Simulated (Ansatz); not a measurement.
### Question
Name crystals whose computed values (plane-wave PAW LDA (Ansatz code)) fall in these windows: highest Γ mode, no LO–TO term (cm⁻¹) 240 to 290; B₀ by P(V) fit (GPa) 170 to 210.

### Answer


```
crystal                            highest Γ mode, no LO–TO term (cm⁻¹)  B₀ by P(V) fit (GPa)
---------------------------------  ------------------------------------  --------------------
Ge2Mo, MoSi2 or CaC2 type                                           268                   188
ZnNi, CsCl type                                                     260                   191
TaAs, I4_1md (Ta on 4a, As on 4a)                                   266                   197
Ni3Sn, Cu3Au type                                                   271                   208
TiPd, Pmma (Ti on 2e, Pd on 2f)                                     255                   185
```
Others may fit too.

Standing as an ambient phase not checked: Ge2Mo, MoSi2 or CaC2 type; ZnNi, CsCl type; Ni3Sn, Cu3Au type; TiPd, Pmma (Ti on 2e, Pd on 2f). Perhaps ordered models of mixed-site phases: TiPd, Pmma (Ti on 2e, Pd on 2f). Unstable at this level: ZnNi, CsCl type; TiPd, Pmma (Ti on 2e, Pd on 2f). All cells were relaxed under the symmetry of their starts (and spin orders); stability against distortions was not tested throughout. Rows with no word on spin ran without spin polarisation. Scalar-relativistic: spin–orbit coupling is off unless named, which matters more the heavier the elements.

Potentials: the later of the program's two PAW sets.
